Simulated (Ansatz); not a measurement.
Here is the system:

Al₂O₃:
```cif
data_Al12O18
_chemical_formula_sum 'Al12 O18'
_space_group_name_H-M_alt 'R-3c :H'
_space_group_IT_number 167
_space_group_name_Hall '-R 3 2"c'
_cell_length_a 4.77383
_cell_length_b 4.77383
_cell_length_c 13.01434
_cell_angle_alpha 90.000
_cell_angle_beta 90.000
_cell_angle_gamma 120.000
loop_
_atom_site_label
_atom_site_type_symbol
_atom_site_symmetry_multiplicity
_atom_site_Wyckoff_symbol
_atom_site_fract_x
_atom_site_fract_y
_atom_site_fract_z
_atom_site_occupancy
Al1 Al 12 c 0.00000 0.00000 0.14793 1
O1 O 18 e 0.30586 0.30586 0.25000 1
```
(The calculation used a cell of 10 atoms; values per cell refer to that cell.)

This is the PBEsol-relaxed structure.

### Question
All from DFT-PBEsol in the program Ansatz with PAW potentials, unless another level is named. Predict the band gap.

### Answer
6.03 eV (direct).

### Question
What about the hole effective mass?

### Answer
0.35, 6.7, 6.7 mₑ (principal values).

### Question
Next, the formation energy from the elements (no fitted shifts)?

### Answer
-3.06 eV/atom.

### Question
What about the valence-band maximum?

### Answer
at Γ.

### Question
What about the weight of the valence-edge state by species (Voronoi cells)?

### Answer
O 93 %, Al 7 %.

Symmetry was held in the PBEsol relaxation. The references are the lowest solids computed at this level, not always the standard phases (solids in place of the gases).

Potentials: the later of the program's two PAW sets.
